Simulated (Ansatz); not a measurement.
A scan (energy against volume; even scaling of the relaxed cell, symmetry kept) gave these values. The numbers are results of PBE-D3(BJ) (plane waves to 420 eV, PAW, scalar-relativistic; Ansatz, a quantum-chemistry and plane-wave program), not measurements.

| Quantity | Result |
|---|---|
| Bulk modulus at fixed cell shape B₀ (third-order Birch-Murnaghan fit) | 75.2 GPa |
| Pressure derivative B₀′ (fit) | 4.2 |
| Equilibrium volume of the fit | 17.31 Å³/atom |

Of these crystals, all scanned alike, which one is it?
A. TaS₂ (CdI2 type)
B. MoS₂ (2H-MoS2 type, space group P6_3/mmc)
C. InSe (beta-GaS type, space group P6_3/mmc)

B, MoS₂ (2H-MoS2 type, space group P6_3/mmc). The others have, for the bulk modulus at fixed cell shape: TaS2 59.5 GPa, InSe 27.9 GPa

All were relaxed with their symmetry unable to fall. MoS2 is run without spin polarisation. Spin-orbit coupling is left out. TaS2 is run without spin polarisation. The PAW data are Ansatz's earlier set. With the shape held, the modulus is that of even scaling; a crystal free to change shape is softer.

(Under strain, the slope of the energy per volume gives the stress and its curvature an elastic modulus.)
